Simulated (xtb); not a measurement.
xtb single point, GFN2-xTB, GBSA implicit methanol, on hexafluoroantimonate, SbF6 (SMILES [F][Sb-]([F])([F])([F])([F])[F]), charge -1, multiplicity 1.

```
xtb m.xyz --gfn 2 --chrg -1 --uhf 0 --norestart --sp --gbsa methanol

7

F     -1.336388    -0.315262     1.339213
Sb     0.000039    -0.000072    -0.000070
F      0.173367    -1.890936    -0.272658
F      1.365956    -0.068787     1.344914
F     -1.365956     0.068699    -1.344914
F      1.335860     0.314499    -1.340303
F     -0.172303     1.890936     0.271323
```

It prints:

```

          ...................................................
          :                      SETUP                      :
          :.................................................:
          :  # basis functions                  34          :
          :  # atomic orbitals                  33          :
          :  # shells                           15          :
          :  # electrons                        48          :
          :  max. iterations                   250          :
          :  Hamiltonian                  GFN2-xTB          :
          :  restarted?                      false          :
          :  GBSA solvation                   true          :
          :  PC potential                    false          :
          :  electronic temp.          300.0000000     K    :
          :  accuracy                    1.0000000          :
          :  -> integral cutoff          0.2500000E+02      :
          :  -> integral neglect         0.1000000E-07      :
          :  -> SCF convergence          0.1000000E-05 Eh   :
          :  -> wf. convergence          0.1000000E-03 e    :
          :  Broyden damping             0.4000000          :
          :  net charge                         -1          :
          :  unpaired electrons                  0          :
          ...................................................

 iter      E             dE          RMSdq      gap      omega  full diag
   1    -31.0792324 -0.310792E+02  0.768E+00    7.44       0.0  T
   2    -31.1180076 -0.387752E-01  0.454E+00    8.18       1.0  T
   3    -31.0983384  0.196692E-01  0.243E+00    7.75       1.0  T
   4    -31.1522730 -0.539347E-01  0.516E-01    8.13       1.0  T
   5    -31.1529000 -0.626957E-03  0.928E-02    8.18       1.0  T
   6    -31.1528870  0.129547E-04  0.621E-02    8.18       1.0  T
   7    -31.1529145 -0.274595E-04  0.121E-02    8.19       3.1  T
   8    -31.1529148 -0.326581E-06  0.723E-03    8.19       5.2  T
   9    -31.1529149 -0.669537E-07  0.126E-03    8.19      29.9  T
  10    -31.1529149 -0.235285E-07  0.200E-05    8.19    1886.6  T
  11    -31.1529149 -0.959233E-12  0.761E-06    8.19    4964.2  T

   *** convergence criteria satisfied after 11 iterations ***

         #    Occupation            Energy/Eh            Energy/eV
      -------------------------------------------------------------
         1        2.0000           -0.9619294             -26.1754
       ...           ...                  ...                  ...
        18        2.0000           -0.5267601             -14.3339
        19        2.0000           -0.5267552             -14.3337
        20        2.0000           -0.5266294             -14.3303
        21        2.0000           -0.5266256             -14.3302
        22        2.0000           -0.5266232             -14.3301
        23        2.0000           -0.5243717             -14.2689
        24        2.0000           -0.5243678             -14.2688 (HOMO)
        25                         -0.2234512              -6.0804 (LUMO)
        26                         -0.0202708              -0.5516
        27                         -0.0201115              -0.5473
        28                         -0.0198889              -0.5412
        29                          0.0599987               1.6326
       ...                                ...                  ...
        33                          1.1321573              30.8076
      -------------------------------------------------------------
                  HL-Gap            0.3009165 Eh            8.1884 eV
             Fermi-level           -0.3739095 Eh          -10.1746 eV


         :::::::::::::::::::::::::::::::::::::::::::::::::::::
         ::                     SUMMARY                     ::
         :::::::::::::::::::::::::::::::::::::::::::::::::::::
         :: total energy             -31.142683623378 Eh    ::
         :: total w/o Gsasa/hb       -31.145598005672 Eh    ::
         :: gradient norm              0.006421282070 Eh/a0 ::
         :: HOMO-LUMO gap              8.188355943043 eV    ::
         ::.................................................::
         :: SCC energy               -31.152913138132 Eh    ::
         :: -> isotropic ES            0.213387952952 Eh    ::
         :: -> anisotropic ES         -0.013584215838 Eh    ::
         :: -> anisotropic XC         -0.017858330552 Eh    ::
         :: -> dispersion             -0.004696298963 Eh    ::
         :: -> Gsolv                  -0.088988259445 Eh    ::
         ::    -> Gelec               -0.091902641739 Eh    ::
         ::    -> Gsasa               -0.000363237913 Eh    ::
         ::    -> Ghb                 -0.000079309316 Eh    ::
         ::    -> Gshift               0.003356929523 Eh    ::
         :: repulsion energy           0.010229514754 Eh    ::
         :: add. restraining           0.000000000000 Eh    ::
         :: total charge              -1.000000000000 e     ::
[... lines cut ...]
        19        2.0000           -0.5267552             -14.3337
        20        2.0000           -0.5266294             -14.3303
        21        2.0000           -0.5266256             -14.3302
        22        2.0000           -0.5266232             -14.3301
        23        2.0000           -0.5243717             -14.2689
        24        2.0000           -0.5243678             -14.2688 (HOMO)
        25                         -0.2234512              -6.0804 (LUMO)
        26                         -0.0202708              -0.5516
        27                         -0.0201115              -0.5473
        28                         -0.0198889              -0.5412
        29                          0.0599987               1.6326
        30                          0.0600453               1.6339
        31                          0.0600816               1.6349
        32                          1.1321557              30.8075
        33                          1.1321573              30.8076
      -------------------------------------------------------------
                  HL-Gap            0.3009165 Eh            8.1884 eV
             Fermi-level           -0.3739095 Eh          -10.1746 eV

     #   Z          covCN         q      C6AA      α(0)
     1   9 F        0.720    -0.258    11.861     4.067
     2  51 Sb       4.320     0.549   346.964    35.460
     3   9 F        0.720    -0.258    11.862     4.067
     4   9 F        0.720    -0.258    11.861     4.067
     5   9 F        0.720    -0.258    11.862     4.067
     6   9 F        0.720    -0.258    11.862     4.067
     7   9 F        0.720    -0.258    11.861     4.067

 Mol. C6AA /au·bohr⁶  :       1476.118112
 Mol. C8AA /au·bohr⁸  :      74628.207956
 Mol. α(0) /au        :         59.862798

Wiberg/Mayer (AO) data.
largest (>0.10) Wiberg bond orders for each atom

 ---------------------------------------------------------------------------
     #   Z sym  total        # sym  WBO       # sym  WBO       # sym  WBO
 ---------------------------------------------------------------------------
     1   9 F    1.169 --     2 Sb   0.842
     2  51 Sb   5.051 --     1 F    0.842     7 F    0.842     4 F    0.842
                             5 F    0.842     3 F    0.842     6 F    0.842
     3   9 F    1.169 --     2 Sb   0.842
     4   9 F    1.169 --     2 Sb   0.842
     5   9 F    1.169 --     2 Sb   0.842
     6   9 F    1.169 --     2 Sb   0.842
     7   9 F    1.169 --     2 Sb   0.842
 ---------------------------------------------------------------------------


molecular dipole:
                 x           y           z       tot (Debye)
 q only:       -0.000       0.001       0.002
   full:       -0.001       0.001       0.003       0.007
molecular quadrupole (traceless):
                xx          xy          yy          xz          yz          zz
 q only:       -0.004       0.000      -0.001      -0.000      -0.000       0.005
  q+dip:       -0.005       0.000      -0.001      -0.000      -0.000       0.006
   full:       -0.008       0.000      -0.001      -0.000      -0.000       0.009

           -------------------------------------------------
          | TOTAL ENERGY              -31.142683623378 Eh   |
          | GRADIENT NORM               0.006421282070 Eh/α |
          | HOMO-LUMO GAP               8.188355943043 eV   |
           -------------------------------------------------
```

The total energy is -847.44 eV, -2.42 eV from the same level's vacuum run.
